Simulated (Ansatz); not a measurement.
Consider the following.

C:
```cif
data_C8
_chemical_formula_sum 'C8'
_space_group_name_H-M_alt 'Fd-3m :1'
_space_group_IT_number 227
_space_group_name_Hall 'F 4d 2 3 -1d'
_cell_length_a 3.53176
_cell_length_b 3.53176
_cell_length_c 3.53176
_cell_angle_alpha 90.000
_cell_angle_beta 90.000
_cell_angle_gamma 90.000
loop_
_atom_site_label
_atom_site_type_symbol
_atom_site_symmetry_multiplicity
_atom_site_Wyckoff_symbol
_atom_site_fract_x
_atom_site_fract_y
_atom_site_fract_z
_atom_site_occupancy
C1 C 8 a 0.00000 0.00000 0.00000 1
```
(The calculation used a cell of 2 atoms; values per cell refer to that cell.)

This is the LDA-relaxed structure.

Task: All from LDA in the plane-wave PAW code Ansatz, unless another level is named. Estimate the band gap.

Result: 4.17 eV (indirect).

Task: Give the smallest direct gap on the standard path.

Result: 5.62 eV.

Task: Predict the valence-band maximum.

Result: at Γ.

Task: What about the conduction-band minimum?

Result: on the Γ–X line, 73 % of the way from Γ (6 equivalent valleys).

The cell was relaxed with LDA under the symmetry of its start.

Potentials: the later of the program's two PAW sets.
